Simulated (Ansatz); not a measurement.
Polymorphs of MoW, each relaxed with PBE (plane waves, PAW; program Ansatz):

A: rock salt (Fm-3m)
a = b = c = 5.2402 Å, α = β = γ = 90.00°

```json
[
 {"atom": "Mo", "site": "4a", "symmetry": "m-3m", "x": "0.0000", "y": "0.0000", "z": "0.0000"},
 {"atom": "W", "site": "4b", "symmetry": "m-3m", "x": "0.5000", "y": "0.5000", "z": "0.5000"}
]
```

B: CsCl type (Pm-3m)
a = 3.1723 Å, b = 3.1723 Å, c = 3.1723 Å, α = 90.00°, β = 90.00°, γ = 90.00°

| atom | site | symmetry | x | y | z |
|---|---|---|---|---|---|
| Mo | 1a | m-3m | 0.0000 | 0.0000 | 0.0000 |
| W | 1b | m-3m | 0.5000 | 0.5000 | 0.5000 |

Question: Put the candidates in order of energy per atom at 0 K, lowest first, for PBE.

Answer: B (+0 meV/atom), A (+1321 meV/atom)

Typed or built starts, not in the databases checked: A; B. All cells were relaxed under the symmetry of their starts (and spin orders); stability against distortions was not tested throughout. Rows with no word on spin ran without spin polarisation. Scalar-relativistic: spin–orbit coupling is off unless named, which matters more the heavier the elements.

Energies hold the estimated change up to a 700 eV cutoff; steps of a few meV lie near the error of the meshes.

Potentials: the earlier of the program's two PAW sets.
